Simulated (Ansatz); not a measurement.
The relaxed structure here is a generated cell of ZrSe2: the first start was made by placing the elements on the sites of a structure type, and the end was not matched to a known phase here, so it may be hypothetical. Known forms of ZrSe2 include space group No. 164.

A structure of ZrSe2 relaxed with PBEsol (plane waves to 420 eV, PAW, scalar-relativistic; Ansatz, a first-principles code); single points at other levels follow on the same geometry (Ansatz, PAW; HSE06 at 420 eV on a 4×4×4 k-mesh; no spin-orbit coupling). Space group Pn-3m (No. 224).

```cif
data_Se4Zr2
_chemical_formula_sum 'Se4 Zr2'
_space_group_name_H-M_alt 'P 1'
_space_group_IT_number 1
_cell_length_a 5.76403
_cell_length_b 5.76403
_cell_length_c 5.76403
_cell_angle_alpha 90.000
_cell_angle_beta 90.000
_cell_angle_gamma 90.000
loop_
_space_group_symop_operation_xyz
  'x, y, z'
loop_
_atom_site_label
_atom_site_type_symbol
_atom_site_fract_x
_atom_site_fract_y
_atom_site_fract_z
_atom_site_occupancy
Se1 Se 0.75000 0.75000 0.75000 1
Se2 Se 0.75000 0.25000 0.25000 1
Se3 Se 0.25000 0.75000 0.25000 1
Se4 Se 0.25000 0.25000 0.75000 1
Zr1 Zr 0.00000 0.00000 0.00000 1
Zr2 Zr 0.50000 0.50000 0.50000 1
```

```json
[
 {"level": "PBEsol", "gap (eV)": "0.94", "kind": "indirect", "conduction minimum": "Γ"},
 {"level": "HSE06", "gap (eV)": "…", "kind": "–", "conduction minimum": "…"}
]
```

Problem. What belongs in the gaps?

Solution. 
- HSE06, gap (eV): 1.60
- HSE06, conduction minimum: Γ

HSE06 gaps come from a coarse mesh plus a few chosen points, so they may be too large. No spin polarisation in the result.

The run could not lose the symmetry of its start, so the end can be a saddle point.

All atoms sit on sites fixed by symmetry, so only the cell could relax.
